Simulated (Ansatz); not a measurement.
Formation energies in the Rh–Y system, lowest calculated structure of each composition. The numbers are results of PBEsol (plane waves to 420 eV, PAW, scalar-relativistic; Ansatz, a program for electronic structure), not measurements. Element references, the lowest calculated here: Rh (Fm-3m), Y (R-3m, not the ambient form).

```tsv
phase	x(Y)	space group	E_f (eV/atom)	above hull (eV/atom)
Rh	0.000	Fm-3m	0.00	0.00
YRh5	0.167	P6/mmm	-0.26	0.01
YRh	0.500	Pm-3m	-0.80	0.00
Y	1.000	R-3m	0.00	0.00
```

For YRh5 a lower structure may exist, so the energies are upper bounds and are not judged. On the hull: YRh.

This is the hull of the energies calculated here, no anion corrections; phases that were not calculated are missing from it. Values are rounded to 0.01 eV/atom. Not shown to be the ambient phase of their composition (a lower form may be missing, and a cell relaxed within its start's symmetry can be a saddle point): YRh5 (P6/mmm). The compounds carry no spin polarisation.
